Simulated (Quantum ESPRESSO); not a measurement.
Ga2AlInP4, one run as intended and one with a planted mistake

A calculation, not a measurement. The program is pw.x of Quantum ESPRESSO 7.5 (plane-wave density functional theory). The cell is made up: 8 atoms on a zincblende/diamond lattice, with randomly drawn elements, strain and displacements, not relaxed. PseudoDojo standard norm-conserving files (v0.5 for PBE, v0.4.1 for LDA and PBEsol) set the functional; there is no spin polarisation, spin-orbit coupling or dispersion term, and the masses in the input are unused placeholders.

Intended input:

```
&control calculation='scf', pseudo_dir='./dojo.nc.sr.pbe.v0_5.standard.upf', outdir='./o', disk_io='low', tprnfor=.true., tstress=.true. /
&system ibrav=0, nat=8, ntyp=4, nbnd=37, ecutwfc=79.96652505, nosym=.true., tot_charge=0,
 occupations='smearing', smearing='fd', degauss=0.0018374661
/
&electrons conv_thr=7.350e-09, electron_maxstep=60, /
ATOMIC_SPECIES
Al 1.0 Al.upf
Ga 1.0 Ga.upf
In 1.0 In.upf
P 1.0 P.upf
CELL_PARAMETERS angstrom
5.3936 -0.0095 0.0566
-0.0095 5.5439 -0.0254
0.0566 -0.0254 5.4238
ATOMIC_POSITIONS angstrom
Ga 0.003 0.003 0.0427
Ga 0.0722 2.7401 2.6626
Al 2.6367 -0.1432 2.6992
In 2.7166 2.7638 0.183
P 1.258 1.2699 1.2865
P 1.4928 3.9654 4.0055
P 4.1802 1.5351 4.1877
P 3.9616 4.0183 1.2866
K_POINTS automatic
4 4 4 1 1 1
```

The log is shortened where brackets say so; the opening notice, blank lines, dates and the lines on written files are dropped, and the path of the files is cut. It prints rydbergs, bohrs and kilobars, and counts compression as positive stress.

Log of the intended run:

```
     Program PWSCF v.7.5
     Parallel version (MPI & OpenMP), running on       4 processor cores
     Number of MPI processes:                 4
     Threads/MPI process:                     1
     [start-up lines left out]
     bravais-lattice index     =            0
     lattice parameter (alat)  =      10.1930  a.u.
     unit-cell volume          =    1094.2997 (a.u.)^3
     number of atoms/cell      =            8
     number of atomic types    =            4
     number of electrons       =        62.00
     number of Kohn-Sham states=           37
     kinetic-energy cutoff     =      79.9665  Ry
     charge density cutoff     =     319.8661  Ry
     scf convergence threshold =      7.3E-09
     mixing beta               =       0.7000
     number of iterations used =            8  plain     mixing
     Exchange-correlation= PBE
                           (   1   4   3   4   0   0   0)
     [axes and pseudopotential details left out]
   Cartesian axes
     site n.     atom                  positions (alat units)
         1        Ga     tau(   1) = (   0.0005562   0.0005562   0.0079163  )
         2        Ga     tau(   2) = (   0.0133855   0.5079993   0.4936312  )
         3        Al     tau(   3) = (   0.4888295  -0.0265485   0.5004166  )
         4        In     tau(   4) = (   0.5036425   0.5123931   0.0339272  )
         5        P      tau(   5) = (   0.2332262   0.2354324   0.2385099  )
         6        P      tau(   6) = (   0.2767568   0.7351631   0.7425974  )
         7        P      tau(   7) = (   0.7749858   0.2845990   0.7763763  )
         8        P      tau(   8) = (   0.7344586   0.7449704   0.2385285  )
     number of k points=    32  Fermi-Dirac smearing, width (Ry)=  0.0018
                       cart. coord. in units 2pi/alat
        k(    1) = (   0.1239257   0.1223966   0.1235910), wk =   0.0625000
        k(    2) = (   0.1213183   0.1235314   0.3722456), wk =   0.0625000
     [further k points left out]
     Dense  grid:   105673 G-vectors     FFT dimensions: (  60,  60,  60)
     Estimated max dynamical RAM per process >     200.54 MB
     Estimated total dynamical RAM >     724.75 MB
     Initial potential from superposition of free atoms
     starting charge      61.9877, renormalised to      62.0000
     Starting wfcs are   47 randomized atomic wfcs
     total cpu time spent up to now is        2.4 secs
     per-process dynamical memory:   143.5 Mb
     Self-consistent Calculation
     iteration #  1     ecut=    79.97 Ry     beta= 0.70
     Davidson diagonalization with overlap
     ethr =  1.00E-02,  avg # of iterations =  4.0
     Threshold (ethr) on eigenvalues was too large:
     Diagonalizing with lowered threshold
     Davidson diagonalization with overlap
     ethr =  6.08E-04,  avg # of iterations =  2.2
     total cpu time spent up to now is        8.4 secs
     total energy              =    -498.73866021 Ry
     estimated scf accuracy    <       0.39283851 Ry
     iteration #  2     ecut=    79.97 Ry     beta= 0.70
     Davidson diagonalization with overlap
     ethr =  6.34E-04,  avg # of iterations =  2.3
     total cpu time spent up to now is       11.2 secs
     total energy              =    -498.83296383 Ry
     estimated scf accuracy    <       0.08647071 Ry
     [iterations 3 to 8 left out]
     iteration #  9     ecut=    79.97 Ry     beta= 0.70
     Davidson diagonalization with overlap
     ethr =  2.75E-10,  avg # of iterations =  3.4
     total cpu time spent up to now is       34.1 secs
     total energy              =    -498.85127798 Ry
     estimated scf accuracy    <          9.2E-09 Ry
     iteration # 10     ecut=    79.97 Ry     beta= 0.70
     Davidson diagonalization with overlap
     ethr =  1.48E-11,  avg # of iterations =  4.2
     total cpu time spent up to now is       37.6 secs
     End of self-consistent calculation
     [lines on levels left out]
!    total energy              =    -498.85127798 Ry
     estimated scf accuracy    <          3.9E-09 Ry
     smearing contrib. (-TS)   =      -0.00000000 Ry
     internal energy E=F+TS    =    -498.85127798 Ry
     The total energy is F=E-TS. E is the sum of the following terms:
     one-electron contribution =    -227.47459965 Ry
     hartree contribution      =     157.91000089 Ry
     xc contribution           =    -142.86000568 Ry
     ewald contribution        =    -286.42667354 Ry
     convergence has been achieved in  10 iterations
     Forces acting on atoms (cartesian axes, Ry/au):
     atom    1 type  2   force =    -0.04260220   -0.05311270   -0.07866798
     atom    2 type  2   force =    -0.01921215    0.00579509   -0.00813626
     atom    3 type  1   force =     0.04357169    0.05535418    0.00902617
     atom    4 type  3   force =    -0.14336112   -0.12724837   -0.11788704
     atom    5 type  4   force =     0.02083772   -0.02178608    0.09450223
     atom    6 type  4   force =    -0.06868216    0.06619358   -0.00458415
     atom    7 type  4   force =     0.01104386   -0.12993164   -0.07670376
     atom    8 type  4   force =     0.19840436    0.20473593    0.18245079
     Total force =     0.472648     Total SCF correction =     0.000209
     Computing stress (Cartesian axis) and pressure
          total   stress  (Ry/bohr**3)                   (kbar)     P=      131.17
   0.00097273   0.00046508   0.00014200          143.09       68.42       20.89
   0.00046508   0.00080052   0.00032589           68.42      117.76       47.94
   0.00014200   0.00032589   0.00090176           20.89       47.94      132.65
     init_run     :      2.20s CPU      2.29s WALL (       1 calls)
     electrons    :     35.05s CPU     35.24s WALL (       1 calls)
     forces       :      0.69s CPU      0.69s WALL (       1 calls)
     stress       :      2.26s CPU      2.26s WALL (       1 calls)
     [timing details left out]
     PWSCF        :     40.34s CPU     40.63s WALL
     JOB DONE.
```

A second run has one planted mistake: the smearing is too wide. The input lines that differ, file-writing options aside:

```
- &system ibrav=0, nat=8, ntyp=4, nbnd=37, ecutwfc=79.96652505, nosym=.true., tot_charge=0,
+ &system ibrav=0, nat=8, ntyp=4, nbnd=55, ecutwfc=79.96652505, nosym=.true., tot_charge=0,
-  occupations='smearing', smearing='fd', degauss=0.0018374661
+  occupations='smearing', smearing='fd', degauss=0.0396892679
```

Its log:

```
     Program PWSCF v.7.5
     Parallel version (MPI & OpenMP), running on       4 processor cores
     Number of MPI processes:                 4
     Threads/MPI process:                     1
     [start-up lines left out]
     bravais-lattice index     =            0
     lattice parameter (alat)  =      10.1930  a.u.
     unit-cell volume          =    1094.2997 (a.u.)^3
     number of atoms/cell      =            8
     number of atomic types    =            4
     number of electrons       =        62.00
     number of Kohn-Sham states=           55
     kinetic-energy cutoff     =      79.9665  Ry
     charge density cutoff     =     319.8661  Ry
     scf convergence threshold =      7.3E-09
     mixing beta               =       0.7000
     number of iterations used =            8  plain     mixing
     Exchange-correlation= PBE
                           (   1   4   3   4   0   0   0)
     [axes and pseudopotential details left out]
   Cartesian axes
     site n.     atom                  positions (alat units)
         1        Ga     tau(   1) = (   0.0005562   0.0005562   0.0079163  )
         2        Ga     tau(   2) = (   0.0133855   0.5079993   0.4936312  )
         3        Al     tau(   3) = (   0.4888295  -0.0265485   0.5004166  )
         4        In     tau(   4) = (   0.5036425   0.5123931   0.0339272  )
         5        P      tau(   5) = (   0.2332262   0.2354324   0.2385099  )
         6        P      tau(   6) = (   0.2767568   0.7351631   0.7425974  )
         7        P      tau(   7) = (   0.7749858   0.2845990   0.7763763  )
         8        P      tau(   8) = (   0.7344586   0.7449704   0.2385285  )
     number of k points=    32  Fermi-Dirac smearing, width (Ry)=  0.0397
                       cart. coord. in units 2pi/alat
        k(    1) = (   0.1239257   0.1223966   0.1235910), wk =   0.0625000
        k(    2) = (   0.1213183   0.1235314   0.3722456), wk =   0.0625000
     [further k points left out]
     Dense  grid:   105673 G-vectors     FFT dimensions: (  60,  60,  60)
     Estimated max dynamical RAM per process >     248.06 MB
     Estimated total dynamical RAM >     914.85 MB
     Initial potential from superposition of free atoms
     starting charge      61.9877, renormalised to      62.0000
     Starting wfcs are   47 randomized atomic wfcs +    8 random wfcs
     total cpu time spent up to now is        2.4 secs
     per-process dynamical memory:   177.0 Mb
     Self-consistent Calculation
     iteration #  1     ecut=    79.97 Ry     beta= 0.70
     Davidson diagonalization with overlap
     ethr =  1.00E-02,  avg # of iterations =  7.2
     Threshold (ethr) on eigenvalues was too large:
     Diagonalizing with lowered threshold
     Davidson diagonalization with overlap
     ethr =  6.03E-04,  avg # of iterations =  2.0
     total cpu time spent up to now is       12.3 secs
     total energy              =    -498.77284175 Ry
     estimated scf accuracy    <       0.37298505 Ry
     iteration #  2     ecut=    79.97 Ry     beta= 0.70
     Davidson diagonalization with overlap
     ethr =  6.02E-04,  avg # of iterations =  2.5
     total cpu time spent up to now is       16.6 secs
     total energy              =    -498.85549988 Ry
     estimated scf accuracy    <       0.09498643 Ry
     [iterations 3 to 8 left out]
     iteration #  9     ecut=    79.97 Ry     beta= 0.70
     Davidson diagonalization with overlap
     ethr =  1.64E-10,  avg # of iterations =  4.1
     total cpu time spent up to now is       47.4 secs
     total energy              =    -498.87747957 Ry
     estimated scf accuracy    <       0.00000003 Ry
     iteration # 10     ecut=    79.97 Ry     beta= 0.70
     Davidson diagonalization with overlap
     ethr =  5.19E-11,  avg # of iterations =  2.0
     total cpu time spent up to now is       51.2 secs
     End of self-consistent calculation
     [lines on levels left out]
!    total energy              =    -498.87747957 Ry
     estimated scf accuracy    <          6.0E-09 Ry
     smearing contrib. (-TS)   =      -0.09742958 Ry
     internal energy E=F+TS    =    -498.78004999 Ry
     The total energy is F=E-TS. E is the sum of the following terms:
     one-electron contribution =    -227.38437328 Ry
     hartree contribution      =     157.86232223 Ry
     xc contribution           =    -142.83132540 Ry
     ewald contribution        =    -286.42667354 Ry
     convergence has been achieved in  10 iterations
     Forces acting on atoms (cartesian axes, Ry/au):
     atom    1 type  2   force =    -0.04077427   -0.05340780   -0.07237691
     atom    2 type  2   force =    -0.01683576    0.00867359   -0.01175510
     atom    3 type  1   force =     0.03949330    0.05272600    0.00475309
     atom    4 type  3   force =    -0.14504209   -0.12402916   -0.11172703
     atom    5 type  4   force =     0.02014216   -0.02168749    0.09194637
     atom    6 type  4   force =    -0.06606707    0.06212998   -0.00543064
     atom    7 type  4   force =     0.01284509   -0.12474080   -0.07520376
     atom    8 type  4   force =     0.19623863    0.20033569    0.17979397
     Total force =     0.462008     Total SCF correction =     0.000406
     Computing stress (Cartesian axis) and pressure
          total   stress  (Ry/bohr**3)                   (kbar)     P=      135.80
   0.00099278   0.00047341   0.00015355          146.04       69.64       22.59
   0.00047341   0.00084839   0.00032110           69.64      124.80       47.24
   0.00015355   0.00032110   0.00092826           22.59       47.24      136.55
     init_run     :      2.26s CPU      2.36s WALL (       1 calls)
     electrons    :     48.48s CPU     48.75s WALL (       1 calls)
     forces       :      0.84s CPU      0.84s WALL (       1 calls)
     stress       :      2.76s CPU      2.76s WALL (       1 calls)
     [timing details left out]
     PWSCF        :     54.45s CPU     54.86s WALL
     JOB DONE.
```

```
                                            intended run  run with the mistake
                          free energy (eV)     -6787.217             -6787.574
                    smearing term -TS (eV)        0.0000               -1.3256
                            pressure (GPa)         13.12                 13.58
            largest force component (eV/Å)         5.264                 5.151
largest change of a force component (eV/Å)                               0.162
                                iterations            10                    10
```

For scale, a rerun of the intended cell at 1377 eV and a 6 x 6 x 6 mesh moved values by no more than 0.008 eV in energy, 0.02 GPa in stress and 0.002 eV/Å in force. The number of bands, nbnd, was set by rule from the electron count and the smearing, so it follows the mistake.